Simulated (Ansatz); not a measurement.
# Li: energy along a strain

Li, Fm-3m, a = 4.404 Å (as given, not relaxed at this level: -0.7 GPa). This isn't the element's structure at ambient conditions. Ansatz: PBEsol, PAW, 420 eV, Γ-centred 18×18×18 mesh on 1 atom, Gaussian smearing 0.15 eV; no spin polarisation. Cell vectors (Å): 0.000 2.202 2.202; 2.202 0.000 2.202; 2.202 2.202 0.000. The cell is strained by x per cent times the pattern (0 0 0 0 1 0) in the order xx yy zz yz xz xy (engineering shears), with fractional coordinates held. y is the free energy over the start, V0 = 21.354 Å³/atom. Symmetry makes y even in x.

| x (%) | y (meV/atom) |
| --- | --- |
| -6.00 | 2.64 |
| -3.00 | 0.68 |
| 0.00 | 0.00 |
| 0.75 | 0.04 |
| 1.50 | 0.17 |
| 2.25 | 0.39 |
| 3.75 | 1.06 |
| 4.50 | ? |
| 5.25 | 2.04 |

Q: Fit y = c2 x² + c4 x⁴ to the other rows, get the stiffness along the pattern, and predict the missing energy.

A: Least squares on the rows shown. y = 0.07658 x² − 9.088×10⁻⁵ x⁴. The clamped-ion stiffness p·C·p = 2 × 0.7658 eV × 160.2 / 21.354 Å³ = 11.5 GPa, which is C55 in these axes (C44 of the cubic crystal) (second derivative at the start, which stands under stress). At x = 4.50 the fit asked for gives 1.51 meV/atom. The run gave 1.51 meV/atom, the same to the digits shown.